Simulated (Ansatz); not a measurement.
Ansatz input file:

```yaml
crystal:
  lattice:
    - [2.5302205902, 0.0, 0.0]
    - [-1.2651102951, 2.1912353083, 0.0]
    - [0.0, 0.0, 4.5564713772]
  atoms:
    - { symbol: Cr, position: [0.3333333333, 0.6666666667, 0.25] }
    - { symbol: Cr, position: [0.6666666667, 0.3333333333, 0.75] }
basis:
  ecutwfc: 420
kpoints:
  mp_grid: { grid: [18, 18, 10] }
hamiltonian:
  xc: pbesol
scf:
  occupations: { method: gaussian, width: 0.1 }
output:
  forces: true
  stress: true
  eigenvalues: true
relax:
  adjacent_minimum: "off"
  f_tol: 0.01
  max_steps: 30
  cell: { stress_tol: 0.1, fix: [volume] }
```

Run as
```bash
ansatz run input.yaml --threads 1 --pin off --max-ram 2560MiB --backend cpu --events-out ev --progress --plain --runs-dir out
```

These are results of Ansatz, DFT PBEsol, scalar-relativistic, plane waves, PAW, not measurements.

Abridged output:

```
Pseudopotentials: kind: paw
Pseudopotential: Cr, paw, valence charge 14, recommended cutoff 420 eV (normal)
Functional definition: PBEsol
Crystal: 2 atoms, lattice volume = 25.262 Å³
Basis set: ecut = 420 eV, 513 PW (Γ), exchange–correlation on 36×36×64 points (8 copies of the dense FFT grid, shifted against one another)
Bands: 18, of which v1, the nominal top of the filled ones, is band 14 counted from 1 (13 counted from 0)
Symmetry: 24 space group operations
Space group: P63/mmc (ITA 194), of the structure as read, at distance tolerance 2.9e-5 Å
k-points: 222 of 3240
Initial density: superposition of atomic densities (neutral atoms: chi_scale 0, normalization atom), corrected by the library's trained network
Initial wavefunctions: pseudopotential atomic-orbital guess
Functional: x = pbesol(κ = 0.804, μ = 0.12345679), c = pbesol(β = 0.046)
SCF iter   1: F=—  HF=-6697.398843 eV  |F-HF|=—  |Δ(HF+E_count)|=         —  Δρ=7.16e-3  dr2=6.85e-3  ethr=1.77e-3  ⟨swp⟩=3.6  Hψ=14086  notcnv=0
SCF iter   2: F=—  HF=-6697.397315 eV  |F-HF|=—  |Δ(HF+E_count)|=   1.53e-3  Δρ=2.69e-3  dr2=1.22e-3  ethr=2.45e-5  ⟨swp⟩=2.7  Hψ=8752  notcnv=0  defer=14
SCF iter   3: F=—  HF=-6697.397153 eV  |F-HF|=—  |Δ(HF+E_count)|=   1.63e-4  Δρ=1.09e-3  dr2=1.38e-4  ethr=4.37e-6  ⟨swp⟩=2.0  Hψ=4863  notcnv=0  defer=14
SCF iter   4: F=—  HF=-6697.397140 eV  |F-HF|=—  |Δ(HF+E_count)|=   1.29e-5  Δρ=1.52e-4  dr2=2.86e-6  ethr=4.92e-7  ⟨swp⟩=2.4  Hψ=6223  notcnv=0  defer=14
SCF iter   5: F=—  HF=-6697.397164 eV  |F-HF|=—  |Δ(HF+E_count)|=   2.49e-5  Δρ=4.10e-5  dr2=1.76e-7  ethr=1.02e-8  ⟨swp⟩=2.1  Hψ=5316  notcnv=0  defer=14
SCF iter   6: F=-6697.397165 eV  HF=-6697.397165 eV  |F-HF|=2.30e-9  |Δ(HF+E_count)|=   1.04e-7  Δρ=5.59e-6  dr2=4.64e-9  ethr=3.57e-10  ⟨swp⟩=4.3  Hψ=14794  notcnv=0
SCF 1 converged in 6 iterations: F = -6697.397165 eV  dr2 = 4.64e-9
relax step   1: F+E_penalty+E_count = -6697.39716460 eV  Δ(F+E_penalty+E_count) = +0.000e0 eV  max|allowed force component| = 1.388e-17 eV/Å  Δτ_max = 0.0000 Å  P = -20.067 GPa  Ω = 25.262 Å³  fix = [volume]  reactions: volume -20.067 GPa (6 SCF iters, dr2 threshold 1.00e-7 eV, accepted)
Initial density: handed on by an earlier stage of this run
Initial wavefunctions: those handed on with the density
SCF iter   1: F=—  HF=-6697.397326 eV  |F-HF|=—  |Δ(HF+E_count)|=         —  Δρ=4.70e-4  dr2=3.52e-5  ethr=1.04e-7  ⟨swp⟩=2.2  Hψ=19244  notcnv=0
SCF iter   2: F=—  HF=-6697.397343 eV  |F-HF|=—  |Δ(HF+E_count)|=   1.62e-5  Δρ=1.54e-4  dr2=2.07e-6  ethr=1.04e-7  ⟨swp⟩=2.2  Hψ=5214  notcnv=0
SCF iter   3: F=—  HF=-6697.397342 eV  |F-HF|=—  |Δ(HF+E_count)|=   2.42e-7  Δρ=4.84e-5  dr2=2.10e-7  ethr=7.39e-9  ⟨swp⟩=2.4  Hψ=5931  notcnv=0
SCF iter   4: F=-6697.397342 eV  HF=-6697.397342 eV  |F-HF|=5.87e-8  |Δ(HF+E_count)|=   1.19e-8  Δρ=1.86e-5  dr2=5.92e-8  ethr=7.50e-10  ⟨swp⟩=2.7  Hψ=7143  notcnv=0
SCF iter   5: F=-6697.397342 eV  HF=-6697.397342 eV  |F-HF|=2.03e-10  |Δ(HF+E_count)|=   1.66e-8  Δρ=1.70e-6  dr2=2.39e-10  ethr=2.11e-10  ⟨swp⟩=2.9  Hψ=7234  notcnv=0
SCF iter   6: F=-6697.397342 eV  HF=-6697.397342 eV  |F-HF|=2.00e-11  |Δ(HF+E_count)|=  2.42e-10  Δρ=4.45e-7  dr2=2.59e-11  ethr=1.00e-12  ⟨swp⟩=1.0  Hψ=10793  notcnv=0
SCF 2 converged in 6 iterations: F = -6697.397342 eV  dr2 = 2.59e-11
relax step   2: F+E_penalty+E_count = -6697.39734242 eV  Δ(F+E_penalty+E_count) = -1.778e-4 eV  max|allowed force component| = 2.082e-17 eV/Å  Δτ_max = 0.0000 Å  P = -20.022 GPa  Ω = 25.262 Å³  energy of the carried Pulay correction = -3.283e-6 eV  fix = [volume]  reactions: volume -20.022 GPa (6 SCF iters, dr2 threshold 2.00e-7 eV, accepted)
SCF iter   1: F=—  HF=-6697.397345 eV  |F-HF|=—  |Δ(HF+E_count)|=         —  Δρ=2.78e-4  dr2=1.24e-5  ethr=3.65e-8  ⟨swp⟩=2.2  Hψ=19260  notcnv=0
SCF iter   2: F=—  HF=-6697.397370 eV  |F-HF|=—  |Δ(HF+E_count)|=   2.43e-5  Δρ=9.09e-5  dr2=7.29e-7  ethr=3.65e-8  ⟨swp⟩=2.2  Hψ=5216  notcnv=0
SCF iter   3: F=-6697.397370 eV  HF=-6697.397370 eV  |F-HF|=1.71e-8  |Δ(HF+E_count)|=   8.22e-8  Δρ=2.86e-5  dr2=7.33e-8  ethr=2.60e-9  ⟨swp⟩=2.4  Hψ=5949  notcnv=0
SCF iter   4: F=-6697.397370 eV  HF=-6697.397370 eV  |F-HF|=2.03e-8  |Δ(HF+E_count)|=   4.52e-9  Δρ=1.10e-5  dr2=2.06e-8  ethr=2.62e-10  ⟨swp⟩=2.7  Hψ=7153  notcnv=0
SCF iter   5: F=-6697.397370 eV  HF=-6697.397370 eV  |F-HF|=7.46e-11  |Δ(HF+E_count)|=   5.73e-9  Δρ=1.02e-6  dr2=8.51e-11  ethr=7.36e-11  ⟨swp⟩=2.9  Hψ=7213  notcnv=0
SCF iter   6: F=-6697.397370 eV  HF=-6697.397370 eV  |F-HF|=9.09e-12  |Δ(HF+E_count)|=  8.82e-11  Δρ=2.62e-7  dr2=8.88e-12  ethr=1.00e-12  ⟨swp⟩=1.0  Hψ=10602  notcnv=0
SCF 3 converged in 6 iterations: F = -6697.397370 eV  dr2 = 8.88e-12
relax step   3: F+E_penalty+E_count = -6697.39736959 eV  Δ(F+E_penalty+E_count) = -2.716e-5 eV  max|allowed force component| = 1.850e-17 eV/Å  Δτ_max = 0.0000 Å  P = -19.994 GPa  Ω = 25.262 Å³  energy of the carried Pulay correction = -5.241e-6 eV  fix = [volume]  reactions: volume -19.994 GPa (6 SCF iters, dr2 threshold 1.58e-7 eV, accepted)
Initial wavefunctions: pseudopotential atomic-orbital guess (no wavefunctions were taken with the density)
SCF iter   1: F=—  HF=-6697.397345 eV  |F-HF|=—  |Δ(HF+E_count)|=         —  Δρ=4.25e-6  dr2=6.41e-10  ethr=2.93e-10  ⟨swp⟩=3.1  Hψ=27131  notcnv=0
SCF iter   2: F=—  HF=-6697.397374 eV  |F-HF|=—  |Δ(HF+E_count)|=   2.85e-5  Δρ=2.20e-6  dr2=1.78e-10  ethr=2.29e-12  ⟨swp⟩=2.0  Hψ=7129  notcnv=0
SCF iter   3: F=-6697.397374 eV  HF=-6697.397374 eV  |F-HF|=2.55e-11  |Δ(HF+E_count)|=  2.76e-10  Δρ=4.91e-7  dr2=3.91e-11  ethr=1.00e-12  ⟨swp⟩=2.0  Hψ=5272  notcnv=0
SCF iter   4: F=-6697.397374 eV  HF=-6697.397374 eV  |F-HF|=2.73e-12  |Δ(HF+E_count)|=  7.28e-12  Δρ=1.48e-7  dr2=2.26e-12  ethr=1.00e-12  ⟨swp⟩=1.0  Hψ=4012  notcnv=0
SCF iter   5: F=-6697.397374 eV  HF=-6697.397374 eV  |F-HF|=2.73e-12  |Δ(HF+E_count)|=    0.00e0  Δρ=7.93e-8  dr2=7.08e-13  ethr=1.00e-12  ⟨swp⟩=1.0  Hψ=3996  notcnv=0
SCF iter   6: F=-6697.397374 eV  HF=-6697.397374 eV  |F-HF|=9.09e-13  |Δ(HF+E_count)|=  1.82e-12  Δρ=2.51e-8  dr2=5.35e-14  ethr=1.00e-12  ⟨swp⟩=1.0  Hψ=3996  notcnv=0
SCF iter   7: F=-6697.397374 eV  HF=-6697.397374 eV  |F-HF|=9.09e-13  |Δ(HF+E_count)|=  9.09e-13  Δρ=8.84e-10  dr2=4.72e-17  ethr=1.00e-12  ⟨swp⟩=1.0  Hψ=8880  notcnv=0
SCF 4 converged in 7 iterations: F = -6697.397374 eV  dr2 = 4.72e-17
SCF converged after 7 iterations
Free energy (F): -6697.397374 eV
Harris-Foulkes:  -6697.397374 eV  (|F-HF|=9.09e-13)
Internal energy: -6697.381960 eV  (E = F + TS)
E sigma→0 (E₀):  -6697.389667 eV
Entropy (-TS):   -0.015414 eV (-7.707 meV/atom)
Fermi energy:    17.205570 eV
--- Per-component energies (eV) ---
  E_band       = -338.935055
  E_kinetic    = 683.418592
  E_local      = -2521.598329  (includes V_loc(G=0)·N_el)
  E_nonlocal   = 160.167642
  E_hartree    = 1085.067383
  E_xc         = -276.551426
  E_vxc        = -354.259356  (∫ρ·V_xc dr)
  E_paw        = -2333.654057  (= ΣΔE_a)
  E_vpaw       = -476.799180  (= ΣTr[D̂ρ^β])
  E_aug_tail   = 0.000809  (compensation charges beyond the density's cutoff)
  E_ewald      = -3494.552573
  E_core_change = 0.319999  (= ΣΔE_core)
  E_smearing   = -0.015414  (= −TS)
--- Forces (eV/Å), atoms counted from 1 ---
  atom   1  Cr     0.00000000     0.00000000     0.00000000
  atom   2  Cr     0.00000000     0.00000000     0.00000000
--- Stress (GPa, compression-positive) ---
      -19.995222       0.000000       0.000000
        0.000000     -19.995222       0.000000
        0.000000       0.000000     -19.991216
  P = ⅓ Tr σ = -19.9939 GPa (-199.939 kbar)
--- Band table (eV; the first three rows and the last of 222) ---
  k-point 0: bands = ["-54.1211", "-54.0308", "-25.8393", "-25.2996", "-25.1086", "-25.1086", "-25.0581", "-25.0581", "9.7901", "13.2997", "16.0235", "16.7711", "16.9014", "16.9014", "17.1924", "17.1924", "18.2314", "18.2314"]
  k-point 1: bands = ["-54.1189", "-54.0331", "-25.8264", "-25.3131", "-25.1074", "-25.1074", "-25.0593", "-25.0593", "9.8735", "13.2516", "15.9982", "16.6029", "16.8943", "16.8943", "17.1744", "17.1744", "18.2713", "18.2713"]
  k-point 2: bands = ["-54.1125", "-54.0395", "-25.7889", "-25.3523", "-25.1038", "-25.1038", "-25.0629", "-25.0629", "10.1193", "13.0826", "15.9274", "16.2253", "16.8805", "16.8805", "17.1253", "17.1253", "18.3801", "18.3801"]
  k-point 221: bands = ["-53.9229", "-53.9229", "-25.6718", "-25.6718", "-25.5898", "-25.5898", "-25.3630", "-25.3630", "15.1134", "15.1134", "15.1387", "15.1387", "16.1082", "16.1082", "17.5039", "17.5039", "19.2553", "19.2553"]
--- Relaxed structure (3 steps of the walk, 3 accepted, 1 SCFs on fresh bases) ---
  F+E_penalty+E_count = -6697.39737398 eV   max|allowed force component| = 1.272e-17 eV/Å   (the final SCF, on the basis selected at the relaxed cell)
  cell:  # Å, volume = 25.2625 Å³
    - [2.52687735, 0.0, 0.0]
    - [-1.26343867, 2.18833998, 0.0]
    - [0.0, 0.0, 4.56853640]
  atoms:
    - { symbol: Cr, position: [0.33333333, 0.66666666, 0.24999999] }
    - { symbol: Cr, position: [0.66666666, 0.33333333, 0.74999999] }
```

The relaxation met its thresholds.

It took 22 s on 1 thread of Intel(R) Xeon(R) Platinum 8259CL CPU @ 2.50GHz (Skylake/Cascade Lake), on a shared host, peak memory 0.43 GiB.

Spin polarisation was left out, and a magnetic state may lie lower.